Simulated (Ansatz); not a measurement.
# How much do the gradients of MgMn2P2O8F2 depend on the method?

Cell: a computed structure from the Materials Project (it need not be an observed phase), atoms as given.

```
Mg Mn P O F
1.0
     5.20300    0.00000    0.00000
    -0.74476    5.36779    0.00000
    -2.31097   -2.60894    6.63371
Mg Mn P O F
1 2 2 8 2
Direct
  0.55728 0.24872 0.83502
  0.00962 0.98896 0.00994
  0.50267 0.50253 0.48864
  0.91381 0.55295 0.23942
  0.10147 0.45430 0.76302
  0.18869 0.76176 0.86586
  0.19995 0.29938 0.90313
  0.77602 0.35488 0.65745
  0.26544 0.37455 0.61956
  0.81096 0.65777 0.06627
  0.23377 0.65292 0.34862
  0.77750 0.63172 0.39589
  0.81402 0.23872 0.12063
  0.66813 0.90121 0.76089
  0.33068 0.12962 0.24974
```

Atom numbers follow the list; atoms alike are taken as one site, whose name carries the number of the first.

First run. All values are calculated (Ansatz; DFT, PBE, plane waves and PAW, scalar-relativistic, collinear spin, 420 eV cutoff, Γ-centred 4×4×3 k-points, Fermi–Dirac smearing 0.02 eV), not measured. Start moments as typed (μB): 4 on each Mn, none on the rest.

```
site  atom  V_zz (10²¹ V/m²)     η  m (μB)
  Mg     1              1.42  0.65    0.00
 Mn2     2             -4.50  0.28    3.25
 Mn3     3             -2.16  0.35    3.21
  P4     4              2.49  0.41    0.01
  P5     5             -2.02  0.61    0.01
  O6     6              9.69  0.52    0.02
  O7     7              8.87  0.50    0.02
  O9     9             10.24  0.23    0.00
 O10    10              8.73  0.64    0.04
 O11    11             10.16  0.51    0.02
 O12    12             10.83  0.38    0.03
 O13    13              9.41  0.52    0.01
 F14    14             -8.41  0.71    0.04
 F15    15             12.92  0.18    0.09
```

Second run. The same atoms and settings, except that the functional is r2SCAN and the cutoff is 500 eV.

Question: What does the second run give?

Answer: 

| site | atom | V_zz | η | change of V_zz | m (μB) |
| --- | --- | --- | --- | --- | --- |
| Mg | 1 | 1.39 | 0.63 | -0.03 | 0.00 |
| Mn2 | 2 | -5.17 | 0.17 | -0.67 | 3.34 |
| Mn3 | 3 | -2.99 | 0.25 | -0.83 | 3.33 |
| P4 | 4 | 2.64 | 0.40 | +0.15 | 0.01 |
| P5 | 5 | -2.10 | 0.60 | -0.08 | 0.01 |
| O6 | 6 | 9.91 | 0.55 | +0.22 | 0.00 |
| O7 | 7 | 9.10 | 0.47 | +0.23 | 0.02 |
| O9 | 9 | 10.39 | 0.22 | +0.15 | -0.01 |
| O10 | 10 | 8.99 | 0.61 | +0.26 | 0.04 |
| O11 | 11 | 10.44 | 0.53 | +0.28 | 0.00 |
| O12 | 12 | 11.09 | 0.40 | +0.26 | 0.01 |
| O13 | 13 | 9.64 | 0.54 | +0.23 | 0.00 |
| F14 | 14 | -8.20 | 0.70 | +0.21 | 0.04 |
| F15 | 15 | 12.64 | 0.18 | -0.28 | 0.08 |

The largest change of V_zz is on Mn3, from -2.16 to -2.99. The whole tensor moves most on Mn2, by 1.41 along its most changed direction. In per cent, |V_zz| changes by -2 on Mg, +15 to +38 on Mn, +4 to +6 on P, +2 to +3 on O, -2 on F (all sites that start above 0.5). On Mn2 V_xx and V_yy change places (or their axes turn by over 50°), so the two values of η hide a larger change. The table leaves out 1 of the 15 sites, with |V_zz| up to 9.71; their tensors move by 0.25 at most along any direction. The statements above cover all sites. The absolute magnetisation of the cell goes from 8.3 to 8.4 μB.

The program didn't check the stability of this electronic state in full, so a lower one may lie near. All moments are parallel here, as the start or the cell imposes; many such compounds order antiparallel, where fields and spin densities carried over to other atoms largely cancel. The magnetic order is the one that the run reached from its start moments, not necessarily the measured one.
For the first run: The largest force is 0.6 eV/Å, so the atoms aren't at the calculated equilibrium and relaxing them would move these values.
For the second run: At this cell the r2SCAN pressure is -6 GPa, so with r2SCAN the cell would shrink if it were relaxed. The entry's cell may itself be off. The largest force is 0.5 eV/Å, so the atoms aren't at the calculated equilibrium and relaxing them would move these values.
